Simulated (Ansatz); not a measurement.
ZnS:
Space group P6₃/mmc (No. 194); a = b = 3.5650 Å, c = 5.8165 Å, α = β = 90.00°, γ = 120.00°

```json
[
 {"atom": "Zn", "site": "2a", "symmetry": "-3m.", "x": "0.0000", "y": "0.0000", "z": "0.0000"},
 {"atom": "S", "site": "2c", "symmetry": "-6m2", "x": "0.3333", "y": "0.6667", "z": "0.2500"}
]
```

Relaxed with PBEsol.

**Question.** Decompose the optical modes at the zone centre into irreducible representations, and say which are infrared and Raman allowed.

**Answer.** Point group 6/mmm: Γ_opt = A2u + B1g + B2u + E1u + E2g + E2u. Infrared: A2u, E1u. Raman: E2g.

**Question.** Assign frequencies (DFPT, plane-wave PAW PBEsol (Ansatz code); without the LO–TO term).

**Answer.** E2u 60, A2u 74, E1u 152, E2g 191, B2u 215, B1g 292 cm⁻¹.

Subscripts of B labels follow the axes of the standard setting.

Space group P6_3/mmc (NiAs type). The start of the workflow was typed in or built on a structure type; neither database checked (COD, Materials Project) lists it. It is not the phase usual at ambient conditions (space group No. 186, 216). The cell was relaxed with PBEsol under the symmetry of its start; phonons on a q-mesh show weakly imaginary modes.

Potentials: the later of the program's two PAW sets.
